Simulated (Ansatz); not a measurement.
Zr (hcp, Mg type)

```
Zr
1.0
    3.24516     0.00000     0.00000
   -1.62258     2.81039     0.00000
    0.00000     0.00000     5.15415
Zr
2
Direct
  0.33333   0.66667   0.75000
  0.66667   0.33333   0.25000
```

In this cell atom 2 (Zr, nearest neighbour Zr at 3.186 Å; its periodic images, 3.2 Å or more away, move with it) is moved by s towards the nearest neighbour, unit vector (-0.509, 0.294, -0.809); all other atoms and the cell stay fixed.

All values below come from r2SCAN (plane waves to 500 eV, PAW, scalar-relativistic; Ansatz, a quantum-chemistry and plane-wave program). k mesh 13×13×7 (Γ-centred), Fermi-Dirac smearing 0.05 eV. The energy includes the smearing's −TS. Left out: 1 of 11 points, with atoms too close for the PAW data. With partly filled bands, energies and forces of such displacements shift with the k mesh and the smearing. Zr is run without spin polarisation. Zr was relaxed with its symmetry unable to fall. ΔE is measured from the undisplaced structure. The last digit holds for this mesh only.

```
s (Å)   ΔE (meV/cell)
------  -------------
-0.640          851.3
-0.512          513.0
-0.384          268.1
-0.256          107.5
-0.128           23.2
0.000             0.0
0.128            23.2
0.256        withheld
0.384           265.6
0.512           506.3
```

### Question
Fit a polynomial form (powers 2, 3, 4) to the given rows and predict ΔE at s = 0.256.

### Answer
Least squares on the 9 given rows: ΔE = (1667)·s² + (-7.245)·s³ + (1007)·s⁴, in meV/cell with s in Å; root-mean-square residual 3.66 meV/cell. At 0.256 the fit gives 113.5 meV/cell; the calculation gives 107.2 meV/cell, so the interpolation is off by 6.3 (+5.9 %). The quadratic term alone would give 109.2 meV/cell.

(A displaced cell: forces are minus the slopes of the energy, force constants its curvatures, and phonons follow from these.)
